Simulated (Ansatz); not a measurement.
## Kick test of a cell of ZrC₂

The structure comes from a generated guess, relaxed at this level; another structure or a mixture of phases may lie lower.

The calculation used DFT PBE, scalar-relativistic, plane waves, PAW in Ansatz. Plane waves to 420 eV, a k mesh through Γ of 18×18×14 on the computed 3-atom cell and Gaussian smearing (0.10 eV); no spin polarisation.

The cell below (3 atoms, space group P6/mmm (No. 191)) is relaxed within its symmetry.

```
CELL_PARAMETERS angstrom
3.20945 0.00000 0.00000
-1.60472 2.77946 0.00000
0.00000 0.00000 3.29373
ATOMIC_POSITIONS crystal
Zr 0.00000 0.00000 0.00000
C 0.33333 0.66667 0.50000
C 0.66667 0.33333 0.50000
```

For the test a repeat of it with 6 atoms (edges 3.21, 3.29, 5.56 Å) was strained at random (σ = 1.5 % a component), the atoms were moved at random (σ = 0.05 Å), and all was relaxed again on a coarse 6×6×4 mesh (in the run’s order of axes) with 0.20 eV smearing, with no symmetry imposed.

Task: Is the structure stable against such a distortion?

Result: It doesn't return. The energy falls by 581 meV/atom on that mesh, the volume changes by -0.1 %, and the end has space group Cmmm (No. 65) at a loose tolerance. Relaxed again on an 18×18×14 mesh with 0.10 eV smearing, the new structure lies 571 meV/atom below the first (mesh in the axes of the run's cell; the cell below is made exact in the group named). Space group Cmmm (No. 65), orthorhombic, a = 2.715 Å, b = 6.973 Å, c = 3.104 Å. Zr is surrounded by 12 C at 2.49–2.61 Å, 2 Zr at 2.72 Å and 2 Zr at 3.10 Å; around C lie 2 C at 1.53 Å and 6 Zr at 2.49–2.61 Å.

```
CELL_PARAMETERS angstrom
1.35765 -3.48659 0.00000
1.35765 3.48659 0.00000
0.00000 0.00000 3.10448
ATOMIC_POSITIONS crystal
Zr 0.00000 0.00000 0.50000
C 0.69990 0.30010 0.00000
C 0.30010 0.69990 0.00000
```
